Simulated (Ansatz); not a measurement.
# ScHg: stiffness from a series of strains

```xyz
2
Lattice="3.4800 0.0000 0.0000 0.0000 3.4800 0.0000 0.0000 0.0000 3.4800" Properties=species:S:1:pos:R:3 pbc="T T T"
Sc    1.7400    1.7400    1.7400
Hg    0.0000    0.0000    0.0000
```

Atoms are numbered in the order listed.

The cell is COD entry 1522352, as deposited and not checked against the literature; nothing was relaxed.

Spin polarisation is left out, and whether a magnetic state lies lower isn't shown here.

No spin–orbit coupling, which matters for the heavy atoms here.

Computed with DFT, PBEsol, all-electron LAPW, scalar-relativistic in Ansatz 0.2.0.

Sampling and basis: a Γ-centred 12×12×12 k mesh, Fermi–Dirac smearing of 0.08 eV, basis error target 0.5 meV/atom, no spin polarisation.

The strain is applied along the Cartesian axes of the cell as listed (the other components stay zero). Fractional coordinates are held (clamped ions).

σ is the change of stress from the unstrained cell, which is at -0.92 GPa; tension is positive, so slopes are stress–strain coefficients at that pressure. In a metal the k mesh adds noise.

Only quantities that a quadratic follows smoothly over the whole series are listed; rougher ones are left out.

```csv
εxx = εyy,σzz (GPa),σxx (GPa)
-0.0200,-3.23,-3.92
-0.0100,-1.52,-1.87
0.0000,0.00,0.00
0.0200,2.53,3.23
```

(1) Fit the series and read off the stiffness at zero strain.

(2) One run, at εxx = εyy = 0.0100, is withheld. Predict its row.

Results:

(1) Least-squares fits y = p0 + p1 x + p2 x² to the rows give σzz (GPa): p1 = 144, p2 = -880; σxx (GPa): p1 = 179, p2 = -870. So 2 C12 = 144 GPa and C11 + C12 = 179 GPa.

(2) The fits give 1.35, 1.70; the run gave 1.34, 1.69.
